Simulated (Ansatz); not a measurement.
CdTe (zinc blende, space group No. 216), PBEsol in the plane-wave PAW code Ansatz. The conduction-band minimum lies at Γ, with 1 equivalent valley. Second derivatives d²E/dk² of the lowest band at one valley (eV·Å²), along Cartesian directions:

| direction | d²E/dk² |
|---|---|
| [100] | 139.5 |
| [010] | 139.5 |
| [001] | 139.5 |
| [110] | 139.3 |
| [101] | 139.3 |
| [011] | 139.3 |

Question: Find the principal effective masses, the density-of-states mass and the conductivity mass.

Answer: Off-diagonal terms follow from H_xy = H[110] − (H_xx + H_yy)/2, and m*/mₑ = 7.620 eV·Å² over each eigenvalue: 0.055, 0.055, 0.055. One valley's DOS mass (m₁m₂m₃)^(1/3) = 0.055, conductivity mass 3/(Σ 1/mᵢ) = 0.055 mₑ.

Question: What effective density of states Nc follows at 300 K for parabolic valleys?

Answer: Nc = 2.509e19 × 1 × (0.055)^(3/2) ≈ 3.2e17 cm⁻³.

Space group F-43m (zinc blende). Symmetry was held in the PBEsol relaxation. Scalar-relativistic: spin–orbit coupling is off unless named, which matters more the heavier the elements.

Potentials: the later of the program's two PAW sets.

Edges and masses are those of Kohn–Sham bands, whose gap is no quasiparticle gap.
